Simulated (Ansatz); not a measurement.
Input and command of a plane-wave DFT calculation in Ansatz:

```yaml
crystal:
  lattice:
    - [3.1119995425, 0.0, 0.0]
    - [-1.5559997712, 2.6950706604, 0.0]
    - [0.0, 0.0, 12.768]
  atoms:
    - { symbol: Mg, position: [0.0, 0.0, 0.5] }
    - { symbol: Mg, position: [0.6666666667, 0.3333333333, 0.9033] }
    - { symbol: Mg, position: [0.3333333333, 0.6666666667, 0.0967] }
    - { symbol: H, position: [0.3333333333, 0.6666666667, 0.3359] }
    - { symbol: H, position: [0.6666666667, 0.3333333333, 0.6641] }
    - { symbol: H, position: [0.3333333333, 0.6666666667, 0.7382] }
    - { symbol: H, position: [0.6666666667, 0.3333333333, 0.2618] }
    - { symbol: O, position: [0.3333333333, 0.6666666667, 0.4134] }
    - { symbol: O, position: [0.6666666667, 0.3333333333, 0.5866] }
    - { symbol: O, position: [0.3333333333, 0.6666666667, 0.8158] }
    - { symbol: O, position: [0.6666666667, 0.3333333333, 0.1842] }
    - { symbol: O, position: [0.0, 0.0, 0.0] }
basis:
  ecutwfc: 500
kpoints:
  mp_grid: { grid: [6, 6, 2] }
hamiltonian:
  xc: r2scan
scf:
  occupations: { method: gaussian, width: 0.1 }
  lower_state_search: "off"
output:
  forces: true
  stress: true
  eigenvalues: true
relax:
  adjacent_minimum: "off"
  f_tol: 0.04
  max_steps: 70
  cell: { stress_tol: 0.4 }
```

```bash
ansatz run input.yaml --threads 1 --pin off --max-ram 2560MiB --backend cpu --events-out ev --progress --plain --runs-dir out
```

Processor: Arm Neoverse V2, 1 thread, on a host shared with other jobs.

**Question.** Estimate time, memory and problem size.

**Answer.** About 43 s on 1 thread of Arm Neoverse V2, on a shared host, peak memory 0.61 GiB. It solves 44 bands at 14 k points (the mesh reduced by symmetry) with about 2541 plane waves (on the last cell), in 30 SCF iterations over 5 ionic steps.
